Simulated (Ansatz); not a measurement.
N in space group P4_2/mnm (No. 136; N on 4f), plane-wave PAW r²SCAN+D4 (Ansatz code). The conduction-band minimum lies at Γ, with 1 equivalent valley. Second derivatives d²E/dk² of the lowest band at one valley (eV·Å²), along Cartesian directions:

```csv
direction,d²E/dk²
[100],6.784
[010],6.784
[001],3.051
[110],6.785
[101],4.917
[011],4.917
```

Problem. Find the principal effective masses, the density-of-states mass and the conductivity mass.

Solution. Off-diagonal terms follow from H_xy = H[110] − (H_xx + H_yy)/2, and m*/mₑ = 7.620 eV·Å² over each eigenvalue: 1.1, 1.1, 2.5. One valley's DOS mass (m₁m₂m₃)^(1/3) = 1.5, conductivity mass 3/(Σ 1/mᵢ) = 1.4 mₑ.

Problem. What effective density of states Nc follows at 300 K for parabolic valleys?

Solution. Nc = 2.509e19 × 1 × (1.5)^(3/2) ≈ 4.6e19 cm⁻³.

Problem. With the computed static dielectric constant 1.61 (mean of the diagonal), estimate a hydrogenic donor's binding energy and radius.

Solution. E = 13.606 eV × 1.4/1.61² ≈ 7300 meV; a = 0.529 Å × ε/m* ≈ 0.61 Å. Semilocal masses tend to be too small where the gap is.

The first step of the workflow began from a Materials Project structure, measured or hypothetical; the Crystallography Open Database copy checked does not list it. It is not the usual solid phase (space group No. 205). The cell was relaxed with r²SCAN+D4 under the symmetry of its start; phonons on a q-mesh show weakly imaginary modes. The substance is a gas or liquid at ambient conditions.

Potentials: the later of the program's two PAW sets.
